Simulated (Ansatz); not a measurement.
RuC:
```xyz
6
Lattice="4.0746 0.0000 0.0000 0.0000 4.0746 0.0000 0.0000 0.0000 4.0746" Properties=species:S:1:pos:R:3 pbc="T T T"
Ru     0.0000     2.0373     2.0373
Ru     2.0373     0.0000     2.0373
Ru     2.0373     2.0373     0.0000
C      2.0373     0.0000     0.0000
C      0.0000     2.0373     0.0000
C      0.0000     0.0000     2.0373
```

Relaxed with PBE. Special points in fractions of this cell's reciprocal vectors: Γ (0.000, 0.000, 0.000); X (0.000, 0.500, 0.000); M (0.500, 0.500, 0.000); R (0.500, 0.500, 0.500).

List the band energies nearest the Fermi level at these points for DFT-PBE in the program Ansatz with PAW potentials.

In eV from the Fermi level; about four levels below and three above (degenerate sets whole), none deeper than 8.9 eV; points with the same levels are listed once.

| k | below | above |
|---|---|---|
| Γ | -0.81 -0.81 -0.81 -0.70 | 0.65 0.65 0.65 |
| X | -1.10 -1.10 -0.74 -0.54 | 0.81 1.07 1.07 |
| M | -2.61 -2.61 -1.21 -1.14 | 0.93 0.93 1.33 |
| R | -2.27 -2.27 -0.08 -0.08 -0.08 | 0.19 2.37 2.94 2.94 2.94 |

Space group Pm-3m. The start of the workflow was typed in or built on a structure type; neither database checked (COD, Materials Project) lists it. Its standing as an ambient phase is unchecked. The PBE relaxation kept the symmetry of its start; whether a distortion lowers the energy is not shown. No spin polarisation was allowed. Its formation energy is positive at this level, so the cell may be metastable or incomplete. Spin–orbit coupling is left out wherever it is not named.

Potentials: the earlier of the program's two PAW sets.
